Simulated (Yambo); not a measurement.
CsLiMoO₄ (space group F-43m, No. 216): how the kernel and the scissor change the optical response along x (Yambo; 4×4×4 mesh, 111 bands, 3 Ry local-field block, 0.2 eV broadening).

```json
[
 {"level": "independent particles on LDA bands", "ε(0)": "3.31", "highest point of Im ε up to 20 eV": "8.38 eV"},
 {"level": "RPA with local fields on LDA bands", "ε(0)": "2.50", "highest point of Im ε up to 20 eV": "10.50 eV"},
 {"level": "RPA with local fields on LDA bands shifted by a G0W0 scissor of 2.02 eV", "ε(0)": "2.28", "highest point of Im ε up to 20 eV": "12.50 eV"},
 {"level": "TDDFT with the adiabatic LDA kernel on LDA bands", "ε(0)": "2.60", "highest point of Im ε up to 20 eV": "10.38 eV"}
]
```

Energies lie on a grid of 0.125 eV.

Electronic response only. Convergence of the RPA response with its 4×4×4 mesh was not tested. The scissor comes from a G0W0 run whose convergence isn't established.

Spin-orbit splittings are left out.

Geometry of the Materials Project entry, not relaxed at this level; primitive cell a = 5.934 Å, b = 5.934 Å, c = 5.934 Å, α = 60.00°, β = 60.00°, γ = 60.00°.

The structure is a Materials Project entry; no match was found in the copy of COD used, and its stability was not checked.
